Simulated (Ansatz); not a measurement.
Consider the following.

LaGa3Cu:
```
LaGa3Cu
1.0
   -2.13878     2.13878     5.20761
    2.13878    -2.13878     5.20761
    2.13878     2.13878    -5.20761
La Cu Ga
1 1 3
Cartesian
  0.00000   0.00000   1.47852
  0.00000   0.00000   5.27768
  0.00000   2.13878   4.08044
  2.13878   0.00000   4.08044
  0.00000   0.00000   7.69330
```

This is the r²SCAN-relaxed structure.

Problem. All from the program Ansatz at the r²SCAN level (PAW), unless another level is named. Give the formation energy from the elements (no fitted shifts).

Solution. -0.61 eV/atom.

Problem. Give the density of states at the Fermi level.

Solution. 0.33 states/eV per atom (mean over ±0.08 eV).

Space group I4mm. The workflow started from an entry of the Crystallography Open Database (COD, 293 K). Whether it is the stable phase at ambient conditions was not checked. The cell was relaxed with r²SCAN under the symmetry of its start; whether a distortion lowers the energy is not shown. The run is not spin-polarised. The references are the lowest solids computed at this level, not always the standard phases. Scalar-relativistic: spin–orbit coupling is off unless named, which matters more the heavier the elements.

Potentials: the later of the program's two PAW sets.
